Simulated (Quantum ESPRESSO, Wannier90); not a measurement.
**TlBr (rock salt), plane waves to Wannier functions**

```xyz
2
Lattice="0.0000 3.3420 3.3420 3.3420 0.0000 3.3420 3.3420 3.3420 0.0000" Properties=species:S:1:pos:R:3 pbc="T T T"
Tl     0.0000     0.0000     0.0000
Br     3.3420     3.3420     3.3420
```

Structure: Materials Project mp-568560, symmetrised, not relaxed again. Not found in the COD (Crystallography Open Database) copy used, which has the formula in other groups; not checked further. Computed values, not measurements, from PBEsol: Quantum ESPRESSO (norm-conserving PseudoDojo potentials, cutoff 50 Ry, no spin polarisation, no spin-orbit coupling) on a Γ-centred 8×8×8 mesh, then Wannier90. Density: 8×8×8 mesh, cold smearing 0.01 Ry. Spin-orbit coupling is left out although heavy elements are present.

The plane-wave run has 20 bands and 20 electrons a cell. On the energy scale of pw.x, whose zero is arbitrary, the valence-band maximum lies at 3.68 eV.

Isolated groups of bands, relative to the valence-band maximum (bands from 11 on overlap up to the last one computed):

| bands | from (eV) | to (eV) | filling | weight on atomic waves |
|---|---|---|---|---|
| 1 | -13.79 | -13.63 | filled | Br 4s 91 %, Tl 6p 8 % |
| 2–6 | -9.98 | -9.84 | filled | Tl 5d 100 % |
| 7 | -5.17 | -3.92 | filled | Tl 6s 72 %, Br 4p 23 % |
| 8–10 | -2.98 | 0.00 | filled | Br 4p 81 %, Tl 6p 10 %, Tl 6s 8 % |

Input w.win, without the blocks of cell, atoms and k-points (512 lines):

```
num_bands = 15
num_wann = 8
exclude_bands = 2-6
num_iter = 800
conv_tol = 1.0e-6
conv_window = 4
dis_num_iter = 1000
dis_conv_tol = 1.0e-6
dis_froz_max = 11.23
write_hr = true
write_u_matrices = true
begin projections
Tl: s;p
Br: s;p
end projections
mp_grid = 8 8 8
```

wannier90.x stops with:
```
dis_windows: More states in the frozen window than target WFs
```
At some k-point more bands lie below dis_froz_max than there are Wannier functions, and every frozen state has to fit into the subspace. Mended as below, all else unchanged, the run goes through (Ω_I = 12.2 Å²) and follows the plane-wave bands to 2.1 meV rms (states up to 3.1 eV relative to the valence-band maximum).
```
dis_froz_max = 7.23
```
